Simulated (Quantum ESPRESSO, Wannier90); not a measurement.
Cu (fcc (Cu type)), plane waves to Wannier functions

```
Cu
1.0
    0.00000     1.78872     1.78872
    1.78872     0.00000     1.78872
    1.78872     1.78872     0.00000
Cu
1
Direct
  0.00000   0.00000   0.00000
```

Materials Project entry mp-30; symmetrised, unrelaxed at this level. This is the element's usual structure. Level: LDA, no spin polarisation, no spin-orbit coupling; pw.x of Quantum ESPRESSO at 74 Ry with PseudoDojo potentials, 12×12×12 k-points, Wannier90. Density: 20×20×20 mesh, cold smearing 0.01 Ry.

Base run: 9 functions from bands 5-21 of the 21 computed, start hydrogen-like Cu: s;p;d, frozen window up to 1.50 eV relative to the Fermi level, outer window open. One setting was then changed (edges relative to the Fermi level; misfit to pw.x on a path, for states up to 1.0 eV relative to the Fermi level).

```json
[
 {"run": "base", "Ω_I (Å²)": "4.64", "rms misfit (meV)": "2.9", "worst (meV)": "35"},
 {"run": "changed", "Ω_I (Å²)": "5.95", "rms misfit (meV)": "2.9", "worst (meV)": "29"}
]
```

Which change was made?
A) frozen window to 1.00 eV
B) no frozen window
C) frozen window to 0.50 eV
D) only the lowest 13 of the kept bands
E) frozen window to -0.50 eV

D, only the lowest 13 of the kept bands. The others give:

```json
[
 {"run": "frozen window to 1.00 eV", "Ω_I (Å²)": "4.61", "rms misfit (meV)": "3.9", "worst (meV)": "55"},
 {"run": "frozen window to -0.50 eV", "Ω_I (Å²)": "4.55", "rms misfit (meV)": "26", "worst (meV)": "395"},
 {"run": "frozen window to 0.50 eV", "Ω_I (Å²)": "4.59", "rms misfit (meV)": "6.2", "worst (meV)": "82"},
 {"run": "no frozen window", "Ω_I (Å²)": "4.31", "rms misfit (meV)": "618", "worst (meV)": "1664"}
]
```
